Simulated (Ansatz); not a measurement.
## Surface calculation: fcc Cu (100), 4 layers

The slab is cut from the fcc crystal, the stable phase, as relaxed on PAW files (10.88 Å³/atom), with 16 Å of vacuum and a dipole correction:

```xyz
4
Lattice="2.4875 0.0000 0.0000 0.0000 2.4875 0.0000 0.0000 0.0000 21.2768" Properties=species:S:1:pos:R:3 pbc="T T T"
Cu    0.6219    0.6219    8.0000
Cu    1.8656    1.8656    9.7589
Cu    0.6219    0.6219   11.5179
Cu    1.8656    1.8656   13.2768
```

Level of theory: DFT with LDA, scalar-relativistic, in Ansatz 0.2.0; a Γ-centred 15×15×1 k mesh, Fermi–Dirac smearing of 0.08 eV, no spin polarisation. LAPW: all electrons, basis error target 1 meV/atom; PAW: frozen-core files, cutoff 420 eV.

The bulk energy comes from a cell in the slab's orientation on a 15×15×10 mesh. The surface energy is (E(slab) − N·E(bulk))/2A at zero smearing, the mean of both faces; thin slabs carry quantum-size effects.

The PAW files were made under PBE.

Task: As cut, the LAPW slab lies 1.581 eV above 4 atoms of bulk. What surface energy is that?

Result: Over two faces of 6.19 Å² it is 127.8 meV/Å², and times 16.02 J/m² per eV/Å² that gives γ = 2.047 J/m².

Task: What do relaxation and the other method give, and what work function comes out?

Result: 

| method | γ as cut (J/m²) | γ relaxed (J/m²) | Φ as cut (eV) | Φ relaxed (eV) |
| --- | --- | --- | --- | --- |
| LAPW | 2.047 | 2.032 | 4.94 | 4.91 |
| PAW | 2.048 | 2.032 | 4.94 | 4.91 |

Task: How do the spacings between the planes relax?

Result: From the bottom face up: d12 -2.8 % of 1.759 Å, d23 +0.9 % of 1.759 Å, d34 -2.8 % of 1.759 Å.

Task: What changes if the vacuum is set to 22 Å?

Result: LAPW then gives: no gap, work function 4.91 eV; PAW: no gap, work function 4.91 eV.

Task: A 2p core hole is made on one atom of each kind in every 1×1 cell (PAW hole dataset, neutral cell, valence without spin). What does it cost by layer?

Result: layer 1 935.90 eV, layer 2 936.18 eV. Shifts between layers mean more than the absolute values, and a whole layer of holes screens otherwise than one hole.

Task: In the relaxed 1×1 cell, replace the outer, then the middle Cu by Zn, which changes a whole layer. What shift does this Z+1 picture give?

Result: E(outer) − E(middle) = -0.23 eV by LAPW and -0.23 eV by PAW; a positive value puts the surface line at higher binding energy.
